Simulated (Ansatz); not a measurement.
BN:
```yaml
crystal:
  lattice:
    - [0.00000, 1.74132, 1.74132]
    - [1.74132, 0.00000, 1.74132]
    - [1.74132, 1.74132, 0.00000]
  atoms:
    - { symbol: N, position: [0.00000, 0.00000, 0.00000] }
    - { symbol: B, position: [0.50000, 0.50000, 0.50000] }
```

Relaxed with PBEsol. Special points in fractions of this cell's reciprocal vectors: Γ (0.000, 0.000, 0.000); X (0.500, 0.000, 0.500); U (0.625, 0.250, 0.625); K (0.375, 0.375, 0.750); L (0.500, 0.500, 0.500); W (0.500, 0.250, 0.750).

Task: List the band energies nearest the valence-band maximum at these points for PBEsol (plane waves, PAW; program Ansatz).

Result: In eV from the valence-band maximum; about four levels below and three above (degenerate sets whole), none deeper than 8.9 eV; … stands for higher levels left out; points with the same levels are listed once.

```
k              below   above
-  -----------------  ------
Γ  -0.94 -0.94 -0.94  9.38 …
X        -5.77 -5.77  1.28 …
U              -4.50  3.29 …
L        -0.71 -0.71       …
W              -7.08  7.20 …
```

Space group Fm-3m (rock salt). A made-up cell: these elements were put on the sites of a structure type; neither database checked (COD, Materials Project) lists it. It is not the phase usual at ambient conditions (space group No. 186, 194, 216). The cell was relaxed with PBEsol under the symmetry of its start. At this level the phase is dynamically unstable (imaginary phonons).

Potentials: the later of the program's two PAW sets.
